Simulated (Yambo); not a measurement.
Yambo run on MgAl2C2 (space group P-3m1, No. 164). The wavefunctions are norm-conserving PBEsol (Quantum ESPRESSO, 84 Ry, scalar-relativistic) ones on a 6×6×4 mesh (12 occupied bands); a = 3.3906 Å, b = 3.3906 Å, c = 5.8237 Å, α = 90.00°, β = 90.00°, γ = 120.00°.

Yambo input:

```
rim_cut
HF_and_locXC
RandQpts= 1000000
RandGvec= 1 Ry
EXXRLvcs= 84 Ry
VXCRLvcs= 336 Ry
% QPkrange
 1 | 1 | 12 | 13 |
 3 | 3 | 12 | 13 |
 4 | 4 | 12 | 13 |
 11 | 11 | 12 | 13 |
 21 | 21 | 12 | 13 |
%
```

k points by index: 1 = Γ, 3 = A, 4 = (0, 0.167, 0), 11 = (0, -0.5, 0.25), 21 = H.

Resulting energies as the program prints them:

```
#    K-point    Band    Eo [eV]    Ehf [eV]    Vxc [eV]    Vnlxc [eV]
#
    1    12    -0.162588    -2.685588    -14.03477    -16.55777
    1    13    3.197107    7.686809    -12.40363    -7.913926
    3    12    -0.363759    -2.991672    -13.86134    -16.48925
    3    13    4.300532    9.208422    -11.65168    -6.743790
    4    12    0.000000    -2.039568    -13.61215    -15.65172
    4    13    4.033330    8.711760    -12.30119    -7.622763
    11    12    -1.173176    -4.121893    -13.41786    -16.36657
    11    13    1.770629    5.707015    -9.992190    -6.055804
    21    12    -1.073344    -3.632717    -13.07302    -15.63239
    21    13    3.435655    7.909641    -10.34410    -5.870116
```
Exchange alone, without screening.

Geometry of the Materials Project entry, not relaxed at this level.

The structure is a Materials Project entry; no match was found in the copy of COD used, and its stability was not checked.
